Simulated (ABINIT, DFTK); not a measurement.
Given: the input of a run of ABINIT 10.8.3 (patched build) on NbSi. Atoms were shifted at random by some hundredths of an Å from the given cell, which wasn't relaxed again for these runs. The cell comes from a database or a generator and needn't be the stable form of this composition.

The input run.abi:

```
# Pseudopotentials
pp_dirpath "./"
pseudos "Nb.GGA_PBE-JTH.xml, Si.GGA_PBE-JTH.xml"

# Structure
acell 5.9648071288 5.9648071288 5.9648071288
rprim
     1.0000000000     0.0000000000     0.0000000000
     0.0000000000     1.0000000000     0.0000000000
     0.0000000000     0.0000000000     1.0000000000
ntypat 2
znucl 41 14
natom 2
typat 1 2
xred
    -0.0081220000    -0.0041090000    -0.0158380000
     0.4928710000     0.5132360000     0.4871190000
chkprim 0
chksymtnons 0
tolsym 1.0e-6

# Plane-wave basis
ecut 435.382180 eV
pawecutdg 32.0
pawxcdev 0

# k points
kptopt 1
ngkpt 8 8 8
nshiftk 1
shiftk 0.0 0.0 0.0

# Exchange and correlation
ixc 11

# Bands and occupations
nband 13
occopt 3
tsmear 0.05 eV

# SCF cycle
nstep 100
tolvrs 1.0e-9

# Output
iomode 3
prtwf 0
prteig 0
prtebands 0
enunit 1
prtden 1
prtvha 1
prtvclmb 1
prtpot 1
```

Potentials or basis: JTH PAW PBE v2.0.

Launch:

```bash
$ abinit run.abi > log 2>&1
```

**Question.** Set up the same calculation for DFTK 0.8.2. Potentials or basis there: PseudoDojo SR PBE 0.4.1 standard (PBE), cutoff 1116 eV.

**Answer.** As run (cutoffs and basis follow the program's own potentials, and thresholds, step limits or extra output files can differ):

run.jl

```julia
using DFTK
using PseudoPotentialData
using Unitful, UnitfulAtomic
using LinearAlgebra, Printf
include("save.jl")
disable_threading()

# lattice vectors are the columns
lattice = austrip(1u"Å") * [       3.15644            0.0            0.0;
                      0.0        3.15644            0.0;
                      0.0            0.0        3.15644]
symbols   = [:Nb, :Si]
positions = [[-0.008122, -0.004109, -0.015838],
             [0.492871, 0.513236, 0.487119]]
pseudopotentials = PseudoFamily("dojo.nc.sr.pbe.v0_4_1.standard.upf")
elements = Dict(s => ElementPsp(s, pseudopotentials) for s in unique(symbols))
atoms    = [elements[s] for s in symbols]

build_model(lattice, positions; symmetries=true) =
    model_DFT(lattice, atoms, positions;
              functionals=PBE(),
              temperature=austrip(0.05u"eV"),
              smearing=Smearing.FermiDirac(),
              symmetries)
Ecut  = 41.0  # hartree
kgrid = [8, 8, 8]
tol   = 1e-6
to_GPa = ustrip(uconvert(u"GPa", 1u"hartree/bohr^3"))

model = build_model(lattice, positions)
basis = PlaneWaveBasis(model; Ecut, kgrid)
display(basis)
scfres = self_consistent_field(basis;
                               tol,
                               nbandsalg=AdaptiveBands(model; n_bands_converge=13))
display(scfres.energies)
@printf "Fermi level: %.6f eV\n" ustrip(auconvert(u"eV", something(scfres.εF, NaN)))
forces = compute_forces_cart(scfres)
println("Forces (eV/Å)")
for (s, f) in zip(symbols, forces)
    @printf "%-3s %12.6f %12.6f %12.6f\n" s ustrip.(auconvert.(u"eV/Å", f))...
end
stress = compute_stresses_cart(scfres)
println("Stress (GPa)")
display(round.(stress * to_GPa; digits=4))
println("Levels at the first k-point (eV): ", round.(ustrip.(auconvert.(u"eV", scfres.eigenvalues[1][1:scfres.n_bands_converge])); digits=4))
save_scf!(scfres; forces, stress)
```

Potentials or basis: dojo.nc.sr.pbe.v0_4_1.standard.upf (PBE).

Run with:

```bash
$ julia --threads=1 run.jl  # save.jl only writes the numbers to a file and isn't shown; printed stress counts tension as positive; times include loading and compiling
```

Both were run:

|  | ABINIT | DFTK |
| --- | --- | --- |
| Pressure | -0.3 GPa | 0.1 GPa |
| Largest force | 0.296 eV/Å | 0.298 eV/Å |
| Energy over the undisturbed cell | 4.1 meV/atom | 4.2 meV/atom |

Pressure is positive in compression.
